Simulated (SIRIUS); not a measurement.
A self-consistent single point of AlCo (P4mm, 2 atoms in the cell; from Materials Project mp-284, changed as shown) with SIRIUS.

All values come from this method and carry its errors: PBEsol, GBRV PBEsol ultrasoft pseudopotentials (plane waves; SIRIUS).

The change in words: atom 2 moved by +0.15 angstrom along y. Reference geometry (Pm-3m):
```
AlCo
1.0
    2.81940     0.00000     0.00000
    0.00000     2.81940     0.00000
    0.00000     0.00000     2.81940
Al Co
1 1
Cartesian
  0.00000   0.00000   0.00000
  1.40970   1.40970   1.40970
```

Reference input (self-consistent single point, DFT, PBEsol, plane waves, GBRV PBEsol ultrasoft pseudopotentials): parameters.ngridk = 10 10 10; parameters.xc_functionals = [XC_GGA_X_PBE_SOL, XC_GGA_C_PBE_SOL]; parameters.gk_cutoff = 6.325 1/bohr; parameters.pw_cutoff = 14.143 1/bohr; parameters.smearing = fermi_dirac; parameters.smearing_width = 0.00367493 Ha; potentials = GBRV PBEsol ultrasoft pseudopotentials; parameters.electronic_structure_method = pseudopotential; parameters.num_bands = 14; parameters.num_mag_dims = 0; parameters.num_dft_iter = 100; parameters.energy_tol = 1e-07 Ha. This run's input differs from it in these lines:

```diff
@@ -48,3 +48,3 @@
       "Co": [
-        [0.5, 0.5, 0.5]
+        [0.5, 0.553203, 0.5]
       ]
```

Output, abridged:

```
[find] density tolerance         : 1e-06
[find] total energy tolerance    : 1e-07
[find] iter_solver_tol (initial) : 0.01
[find] iter_solver_tol (target)  : 1e-13
[find] num_dft_iter              : 100
Charges and magnetic moments
--------------------------------------------------------------------------------
total charge          : 20.000000
[find] | SCF iteration   0 out of 100|
[diagonalize] iterative solver tolerance (occupied, empty): 0.01 0.01
[diagonalize] average number of iterations: 4.00794
[find] Charges and magnetic moments
[find] total charge          : 20.000000
[find] Energy
   [... lines left out ...]

[find] Charges and magnetic moments
[find] total charge          : 20.000000
[find] Energy
[find] smearing (-TS)                 :      -0.00098690
[find] Total energy                   :    -152.50710122 (Ha),    -305.01420244 (Ry)
[find] Free energy (E-TS)             :    -152.50808812 (Ha),    -305.01617625 (Ry)
[find] band gap (eV)                  :       0.00000000
[find] Efermi                         :       0.54121766
[find] iteration : 21, RMS (target) : 5.5418e-07 (1.0000e-06) , energy difference (target) : -2.2773e-09 (1.0000e-07)
[find] bands are converged : true
[find] iterative solver converged : false
[find] converged after 22 SCF iterations!
[find] Charges and magnetic moments
[find] total charge          : 20.000000
[find] Energy
[find] smearing (-TS)                 :      -0.00098690
[find] Total energy                   :    -152.50710122 (Ha),    -305.01420244 (Ry)
[find] Free energy (E-TS)             :    -152.50808812 (Ha),    -305.01617625 (Ry)
[find] band gap (eV)                  :       0.00000000
[find] Efermi                         :       0.54121766
[ground_state] === stress tensor components [kbar] ===
[ground_state] === stress_total ===
[ground_state]   -30.377710   -0.000000    0.000000
[ground_state]    -0.000000  -15.176108   -0.000000
[ground_state]     0.000000   -0.000000  -30.377710
[ground_state] ==== total Forces in Ha/bohr =====
[ground_state] atom:    0, force:      -0.0000000      0.0233810     -0.0000000
[ground_state] atom:    1, force:       0.0000000     -0.0233794      0.0000000
```

The run converged in 22 iterations. SIRIUS prints the stress tensor with tension positive. Against the reference run the free energy goes up by 45.1 meV/atom, the pressure goes from 0.68 to 2.53 GPa and the largest force goes from 0.000 to 1.202 eV/Å.

The run has no spin polarisation, so moments on Co cannot form. Forces above 1 eV/Å remain at this geometry. The structure comes from a collection of computed structures, made at another level of theory; the collection holds predicted forms beside known ones.

Cost on one core: about 21 core-seconds (a rough figure).

The gap that the log prints is read on the run's mesh, which can miss the band edges or a crossing.
